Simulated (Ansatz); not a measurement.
What DFT gives for RbSn$_{2}$H$_{2}$

```xyz
5
Lattice="2.4522 4.2473 0.0000 -2.4522 4.2473 0.0000 0.0000 0.0000 5.2457" Properties=species:S:1:pos:R:3 pbc="T T T"
Sn   -0.0002    2.8317    2.4424
Sn    0.0002    5.6629    2.8033
H    -0.0002    2.8317    0.5597
H     0.0002    5.6629    4.6860
Rb    0.0000    0.0000    0.0000
```

Single point in Ansatz 0.2.0 with r2SCAN, no spin polarisation. Cutoff 500 eV, PAW datasets, 6×6×5 Γ-centred k mesh, tetrahedron filling.

- Stress: The pressure is 2.9 GPa (compression positive), so with the atoms held at these fractions the cell would first expand; the forces are large, so a full relaxation may end otherwise. The principal stresses -2.8, 5.7, 5.7 GPa differ, so its shape would change too.
- Electronic structure: It is a metal, with about 1.3 states/eV a cell as the mean within 0.25 eV of the Fermi level, mostly Sn p (64 %) and Sn s (23 %).
- Contacts: Sn–H at 1.88 Å: least valence density 0.55 e/Å³ and ELF 0.49 there. Rb–H at 2.89 Å: least valence density 0.06 e/Å³ and ELF 0.04 there. Both are smooth PAW fields, read partly inside the augmentation spheres.
- Formation energy: -0.06 eV an atom against the elements' usual phases (free molecules for gases, crystals otherwise, with no correction for O₂ or N₂), so it is bound against them; other compounds may still compete. Relaxing would lower it.
- Forces: The largest is on H3 (and as large on other atoms): 0.80 eV/Å, components (0.00, 0.00, 0.80). It makes 0° with the line to a nearest neighbour, Sn1 at 1.88 Å, pointing towards it.
- Charges: Bader charges in e: Rb +0.77, Sn +0.06, H -0.45. In the mean Rb gives up most and H takes most.

Origin: a known structure type with other elements, at an estimated volume, so it need not be a known compound. Caveats: empty levels are not fully converged; forces and stress under tetrahedra may miss the slope of the energy.
